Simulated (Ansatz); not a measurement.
## ReO3-type TiI3

Method: PBEsol, scalar-relativistic; collinear spin; PAW, 420 eV, Γ-centred 6×6×6 mesh, 0.05 eV Gaussian smearing; code Ansatz. The datasets are Ansatz's generated set soft_2.

```
Ti I
1.0
     5.49686    0.00000    0.00000
     0.00000    5.49686    0.00000
     0.00000    0.00000    5.49686
Ti I
1 3
Direct
  0.00000 0.00000 0.00000
  0.50000 0.00000 0.00000
  0.00000 0.00000 0.50000
  0.00000 0.50000 0.00000
```

This is a trial structure; measured cells of the compound in the Crystallography Open Database are in space groups Pmmn, P63/mcm. The ideal cubic cell shuts out tilts of the octahedra, which such structures often take.

Magnetic state: ferromagnetic, site spin moments Ti 0.72 μB.

Cell and atoms are those of this level's equilibrium.

The cell has space group Pm-3m (read at 0.01 Å). In it the stress is 0.01, 0.01, 0.01, 0.00, 0.00, 0.00 GPa and the largest force component 0.000 eV/Å. Each change below starts from this cell, without further relaxation. Stress is in GPa, positive in compression, in the order xx, yy, zz, yz, xz, xy; energies are counted from the cell above and are free energies with the smearing's entropy, which match forces and stress in a metal.

Question: What happens when atom 4 (I) is moved by 0.05 Å along y?

Answer: The energy changes by 7.9 meV per cell, and the force on it along the shift is -0.318 eV/Å (−F/u = 6.36 eV/Å²). Stress: 0.03, 0.11, 0.03, 0.00, 0.00, 0.00.
```
atom  Fx (eV/Å)      Fy     Fz
 Ti1      0.000   0.160  0.000
  I2      0.000   0.079  0.000
  I3      0.000   0.079  0.000
  I4      0.000  -0.318  0.000
```
In a harmonic crystal the energy would rise by −½F·u = ½ × 6.36 × 0.05² eV = 7.9 meV, which matches.

Question: What stress follows from an engineering strain of 1 % in xx, atoms carried along?

Answer: -0.56, -0.16, -0.16, 0.00, 0.00, 0.00 GPa; the energy changes by 2.9 meV per cell.
The change of the stress over the strain gives a clamped-atom stiffness of about 57 GPa for this component, a secant value that lies under the elastic constant in tension and over it in compression, by several per cent for each per cent of strain.
In a harmonic crystal the energy would rise by V(½Cε² − σ₀ε), with σ₀ the stress of the unstrained cell, = 2.8 meV, which matches.

No spin–orbit coupling, a notable omission for heavy elements. Site moments are of spin, integrated over atomic spheres. Compounds of this kind are often insulators, Mott or charge-transfer ones with an open 3d shell, so the metal found may come from the functional, which lacks a U or exact exchange, or from the structure. No antiparallel order was tried.
